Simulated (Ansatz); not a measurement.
Input:

TaAs:
```
CELL_PARAMETERS angstrom
     -1.73146     1.73146     5.86835
      1.73146    -1.73146     5.86835
      1.73146     1.73146    -5.86835
ATOMIC_POSITIONS crystal
  Ta 0.75017 0.25017 0.50000
  Ta 0.00017 0.00017 0.00000
  As 0.33243 0.83243 0.50000
  As 0.58243 0.58243 0.00000
```

This is the PBE-relaxed structure.

Q: All from plane-wave PAW PBE (Ansatz code), unless another level is named. Give the electronic character.

A: no gap, with almost no states at the Fermi level (zero-gap or semimetallic).

Q: And the formation energy from the elements (no fitted shifts)?

A: -0.55 eV/atom.

Space group I4_1md. Symmetry was held in the PBE relaxation. No spin polarisation was allowed. A small band overlap can be real or an error of a semilocal functional. The references are the lowest solids computed at this level, not always the standard phases. Spin–orbit coupling is left out wherever it is not named.

Potentials: the earlier of the program's two PAW sets.
